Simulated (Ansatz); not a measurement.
**HCl (Fm-3m), two-dimensional strain map**

The calculation used DFT LDA, scalar-relativistic, plane waves, PAW (Ansatz). Cutoff 420 eV, Γ-centred 16×16×16 k-points, Gaussian smearing of 0.15 eV. No spin polarisation. Energies are free energies at this smearing, counted from the undisturbed cell; pressure is positive in compression.

Zero of the scan (as given, not relaxed at this level; it stands at -11.3 GPa, and it needn't be the usual structure):

```
H Cl
1.0
     0.00000    2.73750    2.73750
     2.73750    0.00000    2.73750
     2.73750    2.73750    0.00000
H Cl
1 1
Direct
  0.00000 0.00000 0.00000
  0.50000 0.50000 0.50000
```

The cell is strained by p along both x and y and by q along z, fractional coordinates fixed. Points are written (p, q). At -11 GPa the given cell is far from its own equilibrium, so these figures belong to a strongly strained crystal.

Energy above the undisturbed cell in meV/atom (a dash: not computed):

| p \ q | -0.050 | -0.025 | 0.000 | 0.025 | 0.050 |
| --- | --- | --- | --- | --- | --- |
| -0.050 | -216.6 | -183.4 | -154.4 | -129.0 | ? |
| -0.025 | ? | -108.9 | ? | -45.2 | -19.2 |
| 0.000 | ? | -38.7 | 0.0 | 34.0 | 63.7 |
| 0.025 | -22.1 | 26.7 | 69.9 | 108.0 | 141.5 |
| 0.050 | 33.9 | 87.2 | 134.7 | 176.7 | 213.7 |

Question: Fill in the withheld energies.

Answer: (-0.050, 0.050): -106.7; (-0.025, -0.050): -147.6; (-0.025, 0.000): -74.9; (0.000, -0.050): -82.6.